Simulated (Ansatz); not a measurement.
Ni (bcc (W type), Im-3m) under volume change, PBEsol in the plane-wave PAW code Ansatz, scaled uniformly.

```json
[
 {"V (Å³/atom)": "9.524", "E − E(relaxed) (meV/atom)": "?", "P (GPa)": "?"},
 {"V (Å³/atom)": "9.838", "E − E(relaxed) (meV/atom)": "28.9", "P (GPa)": "15.58"},
 {"V (Å³/atom)": "10.152", "E − E(relaxed) (meV/atom)": "6.8", "P (GPa)": "7.17"},
 {"V (Å³/atom)": "10.466", "E − E(relaxed) (meV/atom)": "0.0", "P (GPa)": "0.00"},
 {"V (Å³/atom)": "10.780", "E − E(relaxed) (meV/atom)": "6.1", "P (GPa)": "-6.09"},
 {"V (Å³/atom)": "11.094", "E − E(relaxed) (meV/atom)": "?", "P (GPa)": "?"},
 {"V (Å³/atom)": "11.408", "E − E(relaxed) (meV/atom)": "49.6", "P (GPa)": "-15.55"}
]
```

Question: Fill in the missing entries.

Answer: 
- 11.094, E − E(relaxed) (meV/atom): 23.3
- 11.094, P (GPa): -11.23
- 9.524, E − E(relaxed) (meV/atom): 68.6
- 9.524, P (GPa): 25.04

Question: What does a third-order Birch–Murnaghan fit give for V₀, B₀ and B′?

Answer: V₀ = 10.47 Å³/atom, B₀ = 218 GPa, B′ = 4.2.

The first step of the workflow began from a Materials Project structure, measured or hypothetical; the Crystallography Open Database copy checked does not list it. It is not the phase usual at ambient conditions (space group No. 225). The cell was relaxed with PBEsol under the symmetry of its start. At this level the phase is mechanically unstable. Magnetic state: ferromagnetic, chosen from 3 collinear starts compared on coarse meshes (ties went to the first, and starts can fall back to one state), not a proven ground state.

Potentials: the earlier of the program's two PAW sets.
